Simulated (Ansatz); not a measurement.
Starting cell, CoO (rock salt):

```xyz
2
Lattice="0.0000 2.1239 2.1239 2.1239 0.0000 2.1239 2.1239 2.1239 0.0000" Properties=species:S:1:pos:R:3 pbc="T T T"
O      0.0000     0.0000     0.0000
Co     2.1239     2.1239     2.1239
```

Scan: atom 2 (Co, nearest neighbour O at 2.124 Å; its periodic images, 3.0 Å or more away, move with it) is displaced towards the nearest neighbour, direction (0.000, -1.000, 0.000) in Cartesian axes, by s. The other atoms stay.

Method: PBE (plane waves to 420 eV, PAW, scalar-relativistic; Ansatz, an electronic-structure program). k mesh 15×15×15 (Γ-centred), Fermi-Dirac smearing 0.05 eV. Energies are smeared free energies. With partly filled bands, energies and forces of such displacements shift with the k mesh and the smearing. CoO is run spin-polarised and with no Hubbard U; the real compound is an antiferromagnetic insulator, a state that this run doesn't describe. CoO was relaxed with its symmetry unable to fall. Relaxed CoO ends ferromagnetic. The magnetic order is the one the run started from; other orders were not tried. ΔE is measured from the undisplaced structure. The last digit holds for this mesh only.

| s (Å) | ΔE (meV/cell) |
|---|---|
| -0.420 | 497.1 |
| -0.336 | 236.7 |
| -0.252 | 95.8 |
| -0.168 | withheld |
| -0.084 | 5.3 |
| 0.000 | 0.0 |
| 0.084 | 5.3 |
| 0.168 | withheld |
| 0.252 | 95.8 |
| 0.336 | 236.7 |
| 0.420 | 497.1 |

Task: Fit an even polynomial form (powers 2, 4, 6) to the given rows and predict ΔE at s = -0.168.

Result: Least squares on the 9 given rows: ΔE = (708.8)·s² + (12900)·s⁴ + (-5373)·s⁶, in meV/cell with s in Å; root-mean-square residual 0.19 meV/cell. At -0.168 the fit gives 30.2 meV/cell; the calculation gives 29.7 meV/cell, so the interpolation is off by 0.5 (+1.7 %). The quadratic term alone would give 20.0 meV/cell.

(For displaced atoms, the force is minus the slope of the energy, and its curvature is a force constant, which sets phonon frequencies.)
